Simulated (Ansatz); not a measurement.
Is this Al₃S₄I structure a true minimum?

The structure comes from a generated guess, relaxed at this level; another structure or a mixture of phases may lie lower.

These are results of DFT PBE, scalar-relativistic, plane waves, PAW (Ansatz 0.2.0), not measurements. Cutoff 420 eV; k points 6×8×4 on the computed 8-atom cell (Γ-centred); Gaussian smearing, width 0.02 eV; no spin polarisation.

The cell below (8 atoms, space group Pm (No. 6)) is relaxed within its symmetry.

```yaml
crystal:
  lattice:
    - [6.39160, 0.00000, -0.00459]
    - [0.00000, 3.67235, 0.00000]
    - [-3.01970, 0.00000, 8.91100]
  atoms:
    - { symbol: Al, position: [0.54319, 0.50000, 0.66578] }
    - { symbol: Al, position: [0.49934, 0.00000, 0.27088] }
    - { symbol: Al, position: [0.13647, 0.00000, 0.85183] }
    - { symbol: S, position: [0.21147, 0.50000, 0.72641] }
    - { symbol: S, position: [0.17480, 0.00000, 0.08803] }
    - { symbol: S, position: [0.73651, 0.00000, 0.77983] }
    - { symbol: S, position: [0.42228, 0.50000, 0.41659] }
    - { symbol: I, position: [0.76354, 0.50000, 0.20063] }
```

For the test it was strained at random (σ = 1.5 % a component), the atoms were moved at random (σ = 0.10 Å), and all was relaxed again on a coarse 4×2×2 mesh (in the run’s order of axes) with 0.10 eV smearing, with no symmetry imposed.

These runs have no spin–orbit coupling, which can matter for I.

Question: Is the structure stable against such a distortion?

Answer: It returns, within 1 meV/atom of the unmoved cell on that mesh and with the same symmetry when read at 0.1 Å. So it is stable against the distortions that fit this cell and that this random move excites. Modes that don't fit the cell aren't tested.
